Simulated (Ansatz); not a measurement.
ScAl3:
```xyz
4
Lattice="4.0312 0.0000 0.0000 0.0000 4.0312 0.0000 0.0000 0.0000 4.0312" Properties=species:S:1:pos:R:3 pbc="T T T"
Al     0.0000     2.0156     2.0156
Al     2.0156     2.0156     0.0000
Al     2.0156     0.0000     2.0156
Sc     0.0000     0.0000     0.0000
```

Relaxed with LDA. Special points in fractions of this cell's reciprocal vectors: Γ (0.000, 0.000, 0.000); X (0.000, 0.500, 0.000); M (0.500, 0.500, 0.000); R (0.500, 0.500, 0.500).

List the band energies nearest the Fermi level at these points for LDA (plane waves, PAW; program Ansatz).

In eV from the Fermi level; about four levels below and three above (degenerate sets whole), none deeper than 8.9 eV; points with the same levels are listed once.

| k | below | above |
|---|---|---|
| Γ | -2.70 -2.70 -1.81 -1.81 -1.81 | 1.27 1.28 1.28 1.28 |
| X | -7.44 -1.78 -1.78 -1.57 | 0.99 1.08 1.08 |
| M | -5.68 -5.68 -4.43 -0.59 -0.59 | 1.21 1.39 2.10 |
| R | -4.59 -2.94 -2.94 -2.94 | 1.04 2.64 2.64 |

Space group Pm-3m (Cu3Au type). Symmetry was held in the LDA relaxation; of distortions, only those at the zone centre were tested. The run is not spin-polarised.

Potentials: the later of the program's two PAW sets.
